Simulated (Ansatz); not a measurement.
# Does relaxation matter for the field gradients of HfSiO₄?

Start: a COD entry.

Space group I4_1/amd:1 (No. 141); a = 6.5725, c = 5.9632 Å.

| site | Wyckoff | site symmetry | x | y | z |
| --- | --- | --- | --- | --- | --- |
| Hf | 4a | -4m2 | 0.0000 | 0.5000 | 0.2500 |
| Si | 4b | -4m2 | 0.5000 | 0.0000 | 0.2500 |
| O | 16h | .m. | 0.5000 | 0.3155 | 0.8198 |

One atom of each set is listed; the run and its k-mesh use a cell of 12 atoms with edges of 5.52, 5.52, 5.52 Å.

Computed with Ansatz: DFT, PBE, plane waves and PAW (field gradients read without the response of the frozen cores, which leaves them typically 4 to 6 % off), scalar-relativistic, 420 eV cutoff, Γ-centred 5×5×5 k-points, Fermi–Dirac smearing 0.02 eV.

The largest force at the start is 0.34 eV/Å. Relaxing the ions at fixed cell moves them by 0.006 Å at most (atom 7, O) and 0.005 Å rms. End positions:

Hf (0.0000, 0.5000, 0.2500)
Si (0.5000, 0.0000, 0.2500)
O (0.5000, 0.3147, 0.8193)

```json
{"site": "Hf", "moved (Å)": "0.000", "first shell before": "8 O at 2.11–2.26 Å", "first shell after": "8 O at 2.11–2.26 Å", "V_zz before (10²¹ V/m²)": "12.60", "η before": "0.00"}
{"site": "Si", "moved (Å)": "0.000", "first shell before": "4 O at 1.62 Å", "first shell after": "4 O at 1.63 Å", "V_zz before (10²¹ V/m²)": "-2.04", "η before": "0.00"}
{"site": "O", "moved (Å)": "0.006", "first shell before": "1 Si at 1.62 Å, 2 Hf at 2.11–2.26 Å", "first shell after": "1 Si at 1.63 Å, 2 Hf at 2.11–2.26 Å", "V_zz before (10²¹ V/m²)": "4.85", "η before": "0.87"}
```

Problem. What are V_zz and η after the relaxation?

Solution. 

```tsv
site	V_zz after	η after	change of V_zz
Hf	13.77	0.00	+1.17
Si	-1.98	0.00	+0.06
O	4.96	0.85	+0.11
```

The largest change of V_zz is on Hf, from 12.60 to 13.77. In per cent, |V_zz| changes by +9 on Hf, -3 on Si, +2 on O (all sites that start above 0.5).

At this cell the PBE pressure is 7 GPa, so with PBE the cell would grow if it were relaxed. Without spin–orbit coupling the gradients at and beside Hf can be off by some per cent, at some sites by more.
